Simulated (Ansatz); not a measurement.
V2O5 (space group Pmmn)

```
V2O5
1.0
    3.53722     0.00000     0.00000
    0.00000    11.51452     0.00000
    0.00000     0.00000     4.36514
V O
4 10
Direct
  0.00000   0.14857   0.88759
  0.00000   0.85143   0.88759
  0.50000   0.35143   0.11241
  0.50000   0.64857   0.11241
  0.00000   0.00000   0.99347
  0.50000   0.50000   0.00653
  0.00000   0.14629   0.52609
  0.00000   0.85371   0.52609
  0.50000   0.35371   0.47391
  0.50000   0.64629   0.47391
  0.50000   0.18156   0.99380
  0.50000   0.81844   0.99380
  0.00000   0.31844   0.00620
  0.00000   0.68156   0.00620
```

The slice is a (001) plane (indices of the conventional cell) through the point (0.500, 0.646, 0.474) (fractional), spanned by u = [100] and v = [010] in vectors of this cell: u (3.54 Å) and v (11.51 Å, at 90° to u). It covers one period; positions are fractions (u, v).

Calculation: PBEsol (plane waves to 420 eV, PAW, scalar-relativistic; Ansatz, a quantum-chemistry and plane-wave program). k mesh 8×3×6. Near the nuclei the fields are pseudised (PAW); where an atom keeps semicore shells as valence, they peak there. V2O5 is run without spin polarisation. V2O5 was relaxed with its symmetry unable to fall. Where atoms approach within three quarters of the sum of covalent radii the PAW spheres overlap much, and the results are unchecked.

Predict the map of the valence electron density on the slice.


```
|%#+-:-+#|
|++-:.:-+|
|--:   :-|
|-::   ::|
|++-:.:-+|
|%#+-:-+#|
|@@*-:-*@|
|%#+-:-+#|
|*+=---=+|
|--=+++=-|
|:-+#%#+-|
|:-*%@%*-|
|.-+#%#+-|
|.:-+++-:|
|  .:-:. |
|  .:-:. |
| :-+++-:|
|.-+#%#+-|
|:-*%@%*-|
|:-+#%#+-|
|--=+++=-|
|++=---=+|
|%#+-:-+#|
|@@*-:-*@|
```
Scale: ten equal steps from -2.56 (start of ' ') to 0.89 (end of '@'), in the order ' .:-=+*#%@'. Values: log₁₀ of the valence density in e/Å³. The map has 8 points along u (one character each, u = 0 at the left) and 24 along v (v = 0 in the bottom row). The scale is logarithmic, as a density can span decades between atoms and voids.
